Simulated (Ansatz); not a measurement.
Polymorphs of TaTe, each relaxed with plane-wave PAW PBE (Ansatz code):

A: CsCl type (Pm-3m)
a = 3.4189 Å, b = 3.4189 Å, c = 3.4189 Å, α = 90.00°, β = 90.00°, γ = 90.00°

```json
[
 {"atom": "Ta", "site": "1a", "symmetry": "m-3m", "x": "0.0000", "y": "0.0000", "z": "0.0000"},
 {"atom": "Te", "site": "1b", "symmetry": "m-3m", "x": "0.5000", "y": "0.5000", "z": "0.5000"}
]
```

B: rock salt (Fm-3m)
a = b = c = 5.6984 Å, α = β = γ = 90.00°

```csv
atom,site,symmetry,x,y,z
Ta,4a,m-3m,0.0000,0.0000,0.0000
Te,4b,m-3m,0.5000,0.5000,0.5000
```

C: Cmcm
a = 3.6248 Å, b = 10.1724 Å, c = 4.7488 Å, α = 90.00°, β = 90.00°, γ = 90.00°

```json
[
 {"atom": "Te", "site": "4c", "symmetry": "m2m", "x": "0.0000", "y": "0.3629", "z": "0.2500"},
 {"atom": "Ta", "site": "4c", "symmetry": "m2m", "x": "0.0000", "y": "0.0777", "z": "0.2500"}
]
```

**Question.** Order them by energy per atom at 0 K (lowest first) at the level PBE.

**Answer.** C (+0 meV/atom), A (+96 meV/atom), B (+700 meV/atom)

Typed or built starts, not in the databases checked: A; B; C. All cells were relaxed under the symmetry of their starts (and spin orders); stability against distortions was not tested throughout. Rows with no word on spin ran without spin polarisation. Spin–orbit coupling is left out wherever it is not named.

Energies hold the estimated change up to a 700 eV cutoff; steps of a few meV lie near the error of the meshes.

Potentials: the later of the program's two PAW sets.
